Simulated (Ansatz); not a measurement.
**MgS (P6_3mc), stationary points along a deformation path**

These are results of DFT PBEsol, scalar-relativistic, plane waves, PAW (Ansatz 0.2.0), not measurements. Cutoff 420 eV, Γ-centred 9×9×4 k-points, Gaussian smearing of 0.05 eV. No spin polarisation. Energies are free energies at this smearing, counted from the undisturbed cell; pressure is positive in compression.

The starting cell (as given, not relaxed at this level; it stands at -0.3 GPa; this wurtzite form isn't the usual structure):

```
Mg S
1.0
     4.03462    0.00000    0.00000
    -2.01731    3.49409    0.00000
     0.00000    0.00000    6.43229
Mg S
2 2
Direct
  0.66667 0.33333 0.49575
  0.33333 0.66667 0.99575
  0.33333 0.66667 0.37924
  0.66667 0.33333 0.87924
```

At fixed volume and fractional coordinates, lengths along (0.000, 0.000, 1.000) are scaled against those across it; ρ is that ratio over its starting value. V = 22.670 Å³/atom. Δσ is the stress along the axis less the mean stress across it (compression positive).

| ρ | ΔE (meV/atom) | Δσ (GPa) | space group |
| --- | --- | --- | --- |
| 0.850 | 131.9 | 18.87 | P6_3mc |
| 0.920 | 30.9 | 8.52 | P6_3mc |
| 0.960 | 6.5 | 3.76 | P6_3mc |
| 1.000 | 0.0 | -0.34 | P6_3mc |
| 1.050 | 11.8 | -4.69 | P6_3mc |
| 1.100 | 40.6 | -8.36 | P6_3mc |
| 1.200 | 134.0 | -14.19 | P6_3mc |

Task: How does the stress give the slope of the energy, and where is the energy stationary?

Result: Along the path d ln(length) is 2/3 d ln ρ on the axis and −1/3 d ln ρ across it, so dE/d ln ρ = −(2/3) V Δσ: the energy falls with ρ where Δσ is positive. Δσ vanishes or changes sign between ρ = 0.960 and 1.000, a minimum (near 1.00 by linear interpolation). Pairs of stationary points between two samples would go unseen, and could change a minimum read from distant neighbours into a maximum.

Task: Integrate that slope from ρ = 1 to 1.200 by the trapezoid rule.

Result: With V/N in Å³ and 1 eV/Å³ = 160.2 GPa the slopes at ρ = 1.000, 1.050, 1.100, 1.200 are 32, 443, 789, 1339 meV/atom per unit of ln ρ. The steps add 11.6 + 28.6 + 92.6 = 132.8 meV/atom, against 134.0 from the energies; the trapezoid rule misses the curvature of the slope within each step.

Forces appear on the atoms along this scan, and letting them relax would lower the energy and soften the response.